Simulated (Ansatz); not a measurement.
Al3BC3:
```
Al3BC3
1.0
    5.90097     0.00000     0.00000
   -2.95048     5.11039     0.00000
    0.00000     0.00000    15.86180
Al B C
18 6 18
Cartesian
 -0.94576   1.63811   9.87723
  4.00944   0.00000   1.94632
  2.00472   3.47228   9.87723
 -2.00472   3.47228   1.94632
  1.89153   0.00000   9.87723
  0.94576   1.63811   1.94632
  1.02324   1.77230   5.99096
 -1.02324   1.77230  13.92186
  3.85450   0.00000   5.99096
  1.92725   3.33809  13.92186
 -1.92725   3.33809   5.99096
  2.04647   0.00000  13.92186
  2.95048   1.70346   3.79135
  0.00000   3.40692  11.72225
  0.00000   3.40692   3.79135
  2.95048   1.70346  11.72225
  0.00000   0.00000  12.15366
  0.00000   0.00000   4.22276
  0.00000   0.00000  15.71046
  0.00000   0.00000   7.77956
  0.00000   3.40692   0.09750
  2.95048   1.70346   8.02840
  2.95048   1.70346   0.09750
  0.00000   3.40692   8.02840
  0.00000   0.00000  14.28010
  0.00000   0.00000   6.34920
  0.00000   3.40692   1.53886
  2.95048   1.70346   9.46976
  2.95048   1.70346   1.53886
  0.00000   3.40692   9.46976
  1.96778   3.40829  11.89856
 -1.96778   3.40829   3.96766
  1.96542   0.00000  11.89856
  0.98271   1.70210   3.96766
 -0.98271   1.70210  11.89856
  3.93555   0.00000   3.96766
  0.00000   0.00000   1.29167
  0.00000   0.00000   9.22257
  0.00000   3.40692  14.51962
  2.95048   1.70346   6.58871
  2.95048   1.70346  14.51962
  0.00000   3.40692   6.58871
```

Relaxed with PBEsol. Special points in fractions of this cell's reciprocal vectors: Γ (0.000, 0.000, 0.000); M (0.500, 0.000, 0.000); K (0.333, 0.333, 0.000); A (0.000, 0.000, 0.500); L (0.500, 0.000, 0.500); H (0.333, 0.333, 0.500).

Task: List the band energies nearest the valence-band maximum at these points for PBEsol in the plane-wave PAW code Ansatz.

Result: In eV from the valence-band maximum; about four levels below and three above (degenerate sets whole), none deeper than 8.9 eV; points with the same levels are listed once.

```json
[
 {"k": "Γ", "below": "-0.46 -0.46 0.00 0.00", "above": "2.41 2.41 2.46 2.46"},
 {"k": "M", "below": "-1.06 -0.82 -0.81 -0.53", "above": "1.64 2.11 2.97"},
 {"k": "K", "below": "-1.13 -0.38 -0.38 -0.38", "above": "2.29 2.36 2.36"},
 {"k": "A", "below": "-0.15 -0.15 -0.15 -0.15", "above": "2.01 2.01 2.01 2.01"},
 {"k": "L", "below": "-0.93 -0.93 -0.93 -0.93 -0.81 -0.81", "above": "1.85 1.85 3.00 3.00"},
 {"k": "H", "below": "-0.64 -0.64 -0.64 -0.64 -0.64 -0.64", "above": "2.38 2.38 2.42 2.42 2.42 2.42"}
]
```

Space group P6_3cm. The first step of the workflow began from a Materials Project structure, measured or hypothetical; the Crystallography Open Database copy checked does not list it. Its standing as an ambient phase is unchecked. The cell was relaxed with PBEsol under the symmetry of its start; its stability against distortions is not shown here.

Potentials: the earlier of the program's two PAW sets. The files were generated under PBE; for other functionals the program regenerates the frozen cores, and for LDA and PBEsol the local potential too.
